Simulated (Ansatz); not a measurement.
**Data sheet: C (DFT)**

C:
```
CELL_PARAMETERS angstrom
      0.00000     3.74489     3.74489
      3.74489     0.00000     3.74489
      3.74489     3.74489     0.00000
ATOMIC_POSITIONS crystal
  C  0.57055 0.28836 0.57055
  C  0.96164 0.67945 0.67945
  C  0.57055 0.57055 0.28836
  C  0.67945 0.96164 0.67945
  C  0.57055 0.57055 0.57055
  C  0.67945 0.67945 0.67945
  C  0.28836 0.57055 0.57055
  C  0.67945 0.67945 0.96164
```

Space group Fd-3m (No. 227); conventional cell a = b = c = 7.4898 Å, α = β = γ = 90.00°.

Method: DFT-PBEsol in the program Ansatz with PAW potentials. The cell and atoms are relaxed at this level. Other levels are named where they apply.

**Cell and energy**

* **Volume per atom**: 13.13 Å³
* **Density**: 1.52 g/cm³

**Electronic structure**

Band gap: 2.25 eV (direct)
Valence-band maximum: at Γ
Conduction-band minimum: at Γ
Electron effective mass, band 1 of 3 at the edge: 0.98 along [100], 0.98 along [110], 27 along [111] (mₑ)
Electron effective mass, band 2 of 3 at the edge: 0.98 along [100], 0.59 along [110], 0.23 along [111] (mₑ)
Electron effective mass, band 3 of 3 at the edge: 0.15 along [100], 0.17 along [110], 0.23 along [111] (mₑ)
Hole effective mass, band 1 of 2 at the edge: 0.50 along [100], 0.33 along [110], 0.25 along [111] (mₑ)
Hole effective mass, band 2 of 2 at the edge: 0.17 along [100], 0.20 along [110], 0.25 along [111] (mₑ)
HSE06 gap on the PBEsol cell: 3.20 eV

**Mechanics**

- Bulk modulus (Birch–Murnaghan fit) = 163 GPa
- Pressure derivative B′ = 3.8
- Elastic constants (relaxed ions, GPa) = C11 = 198, C12 = 147, C44 = 69.5
- Mechanical stability = stable (all eigenvalues of C positive)
- Hill bulk and shear moduli = 164 and 46.9 GPa
- Young's modulus = 128 GPa
- Poisson's ratio = 0.37
- Debye temperature from the elastic constants = 790 K

**Dielectric response**

* **Electronic dielectric constant ε∞ (DFPT)**: 4.34

**Phonons**

- Highest zone-centre frequency = 1818 cm⁻¹
- Zone-centre stability = no imaginary mode at Γ
- Dynamical stability on the path = stable (no imaginary branch)
- Zero-point energy = 149.9 meV/atom
- Vibrational entropy at 300 K = 7.5 J/(K·mol of atoms)

The start of the workflow was typed in or built on a structure type. Its sites differ from those of the usual phase in this space group: another stacking or structure type. The cell was relaxed with PBEsol under the symmetry of its start.

Potentials: the later of the program's two PAW sets.
